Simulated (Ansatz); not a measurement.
Cs2NbCuSe4:
```
CELL_PARAMETERS angstrom
      0.00000     7.05464    12.24607
      2.82788     0.00000    12.24607
      2.82788     7.05464     0.00000
ATOMIC_POSITIONS crystal
  Cs 0.57050 0.57050 0.92950
  Cs 0.92950 0.92950 0.57050
  Cs 0.67950 0.67950 0.32050
  Cs 0.32050 0.32050 0.67950
  Nb 0.50000 0.50000 0.50000
  Nb 0.75000 0.75000 0.75000
  Cu 0.25000 0.25000 0.25000
  Cu 0.00000 0.00000 0.00000
  Se 0.20844 0.90292 0.59745
  Se 0.90292 0.20844 0.29119
  Se 0.29119 0.59745 0.90292
  Se 0.59745 0.29119 0.20844
  Se 0.04156 0.34708 0.65255
  Se 0.34708 0.04156 0.95881
  Se 0.95881 0.65255 0.34708
  Se 0.65255 0.95881 0.04156
```

This is the LDA-relaxed structure. x, y and z are the axes in which the lattice vectors are written.

Problem. All from plane-wave PAW LDA (Ansatz code), unless another level is named. Predict the formation energy from the elements (no fitted shifts).

Solution. -0.97 eV/atom.

Problem. What about the band gap?

Solution. 1.63 eV (indirect).

Problem. Predict the electron effective mass.

Solution. 1.0, 4.3, 11 mₑ (principal values).

Problem. What about the conduction-band minimum?

Solution. on the Z–Γ line, 75 % of the way from Z (k = -0.125, -0.125, 0.000) (2 equivalent valleys).

Space group Fddd. The workflow started from a Materials Project entry (that database holds measured and hypothetical structures alike); the Crystallography Open Database files this formula in space group No. 70, but the cells were not matched. Whether it is the stable phase at ambient conditions was not checked. The cell was relaxed with LDA under the symmetry of its start; its stability against distortions is not shown here. No spin polarisation was allowed. The references are the lowest solids computed at this level, not always the standard phases. Scalar-relativistic: spin–orbit coupling is off unless named, which matters more the heavier the elements.

Potentials: the later of the program's two PAW sets.
